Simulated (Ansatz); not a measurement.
The start is a relaxed WSe2 cell shaken by Gaussian noise of σ = 0.08 Å a coordinate. A full variable-cell relaxation at zero pressure is run with PBE (plane waves to 420 eV, PAW, scalar-relativistic; Ansatz, a program for electronic structure). The first steps use a coarse 3×3×3 k-mesh.

Initial structure:
```
WSe2
1.0
    6.29914     0.00000     0.00000
    0.00000     6.26385     0.00000
   -1.13343     0.00000     6.37717
W Se
4 8
Cartesian
  1.47322   0.28284   1.28882
  4.13270   3.63825   1.83507
  3.51781   5.89610   5.19538
  1.03463   2.79285   4.40474
  0.15511   2.11386   2.14476
  5.62275   5.23185   1.06323
  5.10000   4.11031   4.12557
 -0.62590   0.85791   5.39449
  2.09879   4.84513   3.15140
  3.60797   1.56972   0.01566
  2.99774   1.43113   3.08977
  1.73337   4.65565   6.35760
```

**Question.** Which atoms feel the largest initial force, and how large is it?

**Answer.** About 3.8 eV/Å, on W2 (atoms numbered as listed).

**Question.** By how much does the energy per atom fall from start to end?

**Answer.** 0.12 eV/atom.

**Question.** Does it find its way back to the structure it was made from?

**Answer.** It relaxes back to the parent, P2₁/c (No. 14).

**Question.** What band gap does the relaxed structure have at this level?

**Answer.** No gap (metallic).

It ends as:

```cif
data_Se8W4
_chemical_formula_sum 'W4 Se8'
_space_group_name_H-M_alt 'P21/c'
_space_group_IT_number 14
_space_group_name_Hall '-P 2ybc'
_cell_length_a 6.29912
_cell_length_b 6.26356
_cell_length_c 6.47768
_cell_angle_alpha 90.000
_cell_angle_beta 100.077
_cell_angle_gamma 90.000
loop_
_atom_site_label
_atom_site_type_symbol
_atom_site_symmetry_multiplicity
_atom_site_Wyckoff_symbol
_atom_site_fract_x
_atom_site_fract_y
_atom_site_fract_z
_atom_site_occupancy
W1 W 4 e 0.22404 0.45142 0.30158 1
Se1 Se 4 e 0.42005 0.15348 0.15716 1
Se2 Se 4 e 0.05084 0.73858 0.00446 1
```

Final values are on a 6×6×6 k-mesh of the relaxed cell. No spin polarisation in the result.

The relaxed structure here is a generated cell of WSe2: the first start was made by placing the elements on the sites of a structure type, and the end was not matched to a known phase here, so it may be hypothetical. Known forms of WSe2 include space group No. 194.
